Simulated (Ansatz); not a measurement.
Computed with Ansatz 0.2.0, DFT PBE, scalar-relativistic, plane waves, PAW, and for the lanthanide a 4f-in-core norm-conserving potential. Settings: cutoff 660 eV, Γ-centred meshes spaced at most about 0.3 Å⁻¹, and about 0.25 Å⁻¹ or finer for metals (2π included), Gaussian smearing. No spin polarisation in the final relaxations.

All energies are static (0 K, no zero-point motion).

Two forms of Nd3BeCl were relaxed alike.

A.

```xyz
5
Lattice="5.6522 0.0000 0.0000 0.0000 5.6522 0.0000 0.0000 0.0000 5.5191" Properties=species:S:1:pos:R:3 pbc="T T T"
Nd    2.8261    0.0000    2.7596
Nd    0.0000    2.8261    2.7596
Nd    2.8261    2.8261    0.0000
Be    2.8261    2.8261    2.7596
Cl    0.0000    0.0000    2.7596
```

B.

```xyz
5
Lattice="5.4278 0.0000 0.0000 0.0000 5.4278 0.0000 0.0000 0.0000 5.4278" Properties=species:S:1:pos:R:3 pbc="T T T"
Nd    2.7139    0.0000    2.7139
Nd    2.7139    2.7139    0.0000
Nd    0.0000    2.7139    2.7139
Be    2.7139    2.7139    2.7139
Cl    0.0000    0.0000    0.0000
```

Question: Which is lower in energy, and by how much?

Answer: A is lower, by 265 meV/atom. A has space group P4/mmm (No. 123), 35.3 Å³/atom and no gap on its mesh; B has the antiperovskite type, space group Pm-3m (No. 221), 32.0 Å³/atom and no gap. Counting Be or Nd atoms around Cl (for each partner element, those within 1.25 times its shortest distance or 1.15 times the sum of covalent radii, where it is the nearest in units of that sum or under 1.3; the shortest distance is added where it exceeds 1.18 times the sum of covalent radii), A has Cl 4 and B has Cl 12 from 3.8 Å. The lower one is the more open, so pressure narrows the difference. Both come from invented guesses.

Cells relaxed within their symmetry can be saddle points.

The lanthanide is trivalent by construction, without f bands, f moments or other valences.
